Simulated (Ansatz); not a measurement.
OsC:
```
CELL_PARAMETERS angstrom
      2.68999     0.00000     0.00000
      0.00000     2.68999     0.00000
      0.00000     0.00000     2.68999
ATOMIC_POSITIONS crystal
  Os 0.00000 0.00000 0.00000
  C  0.50000 0.50000 0.50000
```

Relaxed with PBE. Special points in fractions of this cell's reciprocal vectors: Γ (0.000, 0.000, 0.000); X (0.000, 0.500, 0.000); M (0.500, 0.500, 0.000); R (0.500, 0.500, 0.500).

Q: List the band energies nearest the Fermi level at these points for DFT-PBE in the program Ansatz with PAW potentials.

A: In eV from the Fermi level; about four levels below and three above (degenerate sets whole), none deeper than 8.9 eV; points with the same levels are listed once.

```json
[
 {"k": "Γ", "below": "-6.53 -6.53 -0.51 -0.51 -0.51", "above": "0.25 0.25 0.25"},
 {"k": "X", "below": "-5.61 -4.65 -4.65", "above": "0.64 2.13 5.37 5.37"},
 {"k": "M", "below": "-5.36 -5.36 -2.09 -2.09", "above": "0.84 1.61 2.50"},
 {"k": "R", "below": "-8.50", "above": "2.70 2.70 6.18 6.18 6.18"}
]
```

Space group Pm-3m (CsCl type). A made-up cell: these elements were put on the sites of a structure type; neither database checked (COD, Materials Project) lists it. Its standing as an ambient phase is unchecked. The cell was relaxed with PBE under the symmetry of its start; its stability against distortions is not shown here. The run is not spin-polarised. Scalar-relativistic: spin–orbit coupling is off unless named, which matters more the heavier the elements.

Potentials: the later of the program's two PAW sets.
